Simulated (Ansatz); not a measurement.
MgTiNO in space group P4/nmm (No. 129; Ti on 2c, N on 2c, Mg on 2c, O on 2c) under volume change, r²SCAN in the plane-wave PAW code Ansatz, shape and atoms relaxed at each volume.

| V (Å³/atom) | E − E(relaxed) (meV/atom) | P (GPa) |
|---|---|---|
| 8.624 | 60.8 | 24.89 |
| 8.908 | 25.5 | 15.20 |
| 9.193 | 6.0 | 6.97 |
| 9.477 | 0.0 | 0.00 |
| 9.761 | 5.4 | -5.87 |
| 10.045 | 20.3 | -10.77 |
| 10.330 | 43.1 | -14.77 |

**Question.** What does a third-order Birch–Murnaghan fit give for V₀, B₀ and B′?

**Answer.** V₀ = 9.48 Å³/atom, B₀ = 211 GPa, B′ = 4.7.

The start of the workflow was typed in or built on a structure type; neither database checked (COD, Materials Project) lists it. Whether it is the stable phase at ambient conditions was not checked. The cell was relaxed with r²SCAN under the symmetry of its start; whether a distortion lowers the energy is not shown. The workflow began spin-polarised and lost its moments.

Potentials: the earlier of the program's two PAW sets.
